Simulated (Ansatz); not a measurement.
Relaxing a structure of Hf₃N₄

The start is a relaxed Hf3N4 cell shaken by Gaussian noise of σ = 0.08 Å a coordinate. The cell and all atomic positions are relaxed at zero pressure with r2SCAN (plane waves to 500 eV, PAW, scalar-relativistic; Ansatz, a first-principles code). The first steps use a coarse 5×5×5 k-mesh.

Initial structure:
```yaml
crystal:
  lattice:
    - [0.00000, 4.17541, 4.21678]
    - [3.29411, 0.00000, 4.21678]
    - [3.29411, 4.17541, 0.00000]
  atoms:
    - { symbol: Hf, position: [0.48946, 0.47403, 0.48986] }
    - { symbol: Hf, position: [0.74844, 0.73406, 0.74287] }
    - { symbol: Hf, position: [0.22793, 0.25356, 0.25868] }
    - { symbol: N, position: [0.37297, 0.78791, 0.18841] }
    - { symbol: N, position: [0.16270, 0.64989, 0.35983] }
    - { symbol: N, position: [0.79790, 0.34002, 0.64531] }
    - { symbol: N, position: [0.66053, 0.20091, 0.79912] }
```

How large is the pressure on the unrelaxed cell, and of which sign?

+11 GPa (positive: the cell is compressed).

What is the largest force in the starting geometry, and on which atom (counted from 1)?

About 14.3 eV/Å, on N7 (atoms numbered as listed).

By how much does the energy per atom fall from start to end?

0.67 eV/atom.

How does the volume per atom move from start to end?

-21.8 %, from 16.57 to 12.96 Å³/atom.

Does it find its way back to the structure it was made from?

It does not go back: it reaches Cm (No. 8), 0.38 eV/atom below the parent.

How do the shortest distances between atoms change?

The closest pairs of elements (up to four, under 3.6 Å), start → end: N–N 1.17 → 1.48 Å; Hf–N 1.93 → 2.18 Å; Hf–Hf 3.18 → 3.20 Å.

What band gap does the relaxed structure have at this level?

No gap on the sampled points, where the bands overlap only slightly; such a result is sensitive to mesh and level.

Write out the relaxed structure.


```cif
data_Hf6N8
_chemical_formula_sum 'Hf6 N8'
_space_group_name_H-M_alt 'Cm'
_space_group_IT_number 8
_space_group_name_Hall 'C -2y'
_cell_length_a 5.97113
_cell_length_b 9.85442
_cell_length_c 3.39878
_cell_angle_alpha 90.000
_cell_angle_beta 114.910
_cell_angle_gamma 90.000
loop_
_atom_site_label
_atom_site_type_symbol
_atom_site_symmetry_multiplicity
_atom_site_Wyckoff_symbol
_atom_site_fract_x
_atom_site_fract_y
_atom_site_fract_z
_atom_site_occupancy
Hf1 Hf 2 a 0.00509 0.50000 0.70168 1
Hf2 Hf 4 b 0.00246 0.16573 0.45801 1
N1 N 4 b 0.10122 0.36088 0.25792 1
N2 N 4 b 0.40173 0.20648 0.88339 1
```
(The calculation used a cell of 7 atoms; values per cell refer to that cell.)

Final values are on a 10×10×15 k-mesh of the relaxed cell. The relaxed cell holds bonded N–N pairs (1.48 Å). No spin polarisation in the result.

The relaxed structure here is a generated cell of Hf3N4: the first start was made by a random draw of sites in a space group, and the end was not matched to a known phase here, so it may be hypothetical.
